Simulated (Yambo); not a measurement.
Absorption of YOF (space group P4/nmm, No. 129) with and without the electron-hole interaction (Yambo, PBEsol bands; 8×8×6 mesh, 6 valence and 6 conduction bands, static screening with 53 bands and a 3 Ry block, scissor 1.69 eV, Tamm-Dancoff; field along x). Axes are Cartesian, with cell vectors (Å) (3.83, 0.00, 0.00), (0.00, 3.83, 0.00), (0.00, 0.00, 5.45).

| E (eV) | Im ε, BSE | Im ε, independent quasiparticles |
|---|---|---|
| 4.95 | 0.14 | 0.04 |
| 5.05 | 0.16 | 0.04 |
| 5.15 | 0.18 | 0.04 |
| 5.25 | 0.21 | 0.05 |
| 5.35 | 0.25 | 0.05 |
| 5.45 | 0.30 | 0.05 |
| 5.55 | 0.38 | 0.06 |
| 5.65 | 0.50 | 0.06 |
| 5.75 | 0.69 | 0.07 |
| 5.85 | 1.04 | 0.07 |
| 5.95 | 1.74 | 0.08 |
| 6.05 | 3.06 | 0.09 |
| 6.15 | 3.93 | 0.10 |
| 6.25 | 3.57 | 0.11 |
| 6.35 | 3.98 | 0.12 |
| 6.45 | 3.83 | 0.14 |
| 6.55 | 3.01 | 0.16 |
| 6.65 | 2.89 | 0.19 |
| 6.75 | 2.88 | 0.24 |
| 6.85 | 2.62 | 0.31 |
| 6.95 | 2.62 | 0.40 |
| 7.05 | 2.69 | 0.51 |
| 7.15 | 2.64 | 0.64 |
| 7.25 | 2.56 | 0.86 |
| 7.35 | 2.45 | 1.15 |
| 7.45 | 2.34 | 1.44 |
| 7.55 | 2.52 | 1.74 |
| 7.65 | 2.90 | 2.10 |
| 7.75 | 3.60 | 2.55 |
| 7.85 | 4.60 | 2.93 |
| 7.95 | 5.02 | 3.21 |
| 8.05 | 4.99 | 3.21 |
| 8.15 | 4.40 | 2.99 |
| 8.25 | 3.80 | 2.85 |
| 8.35 | 3.25 | 2.87 |
| 8.45 | 3.04 | 2.85 |
| 8.55 | 2.68 | 2.84 |
| 8.65 | 2.36 | 2.88 |
| 8.75 | 2.29 | 2.89 |
| 8.85 | 2.23 | 2.97 |
| 8.95 | 2.23 | 3.11 |
| 9.05 | 2.00 | 3.19 |
| 9.15 | 1.83 | 3.19 |
| 9.25 | 1.52 | 3.36 |
| 9.35 | 1.42 | 3.72 |
| 9.45 | 1.23 | 4.14 |
| 9.55 | 1.18 | 4.59 |

The scissor comes from a G0W0 run whose convergence isn't established. Broadening 0.15 eV. The band window holds all transitions up to 9.6 eV. Fine structure above the onset can come from the mesh.

Geometry of the Materials Project entry, not relaxed at this level; primitive cell a = b = 3.832 Å, c = 5.447 Å, α = β = γ = 90.00°.

The structure is a Materials Project entry; no match was found in the copy of COD used, and its stability was not checked.
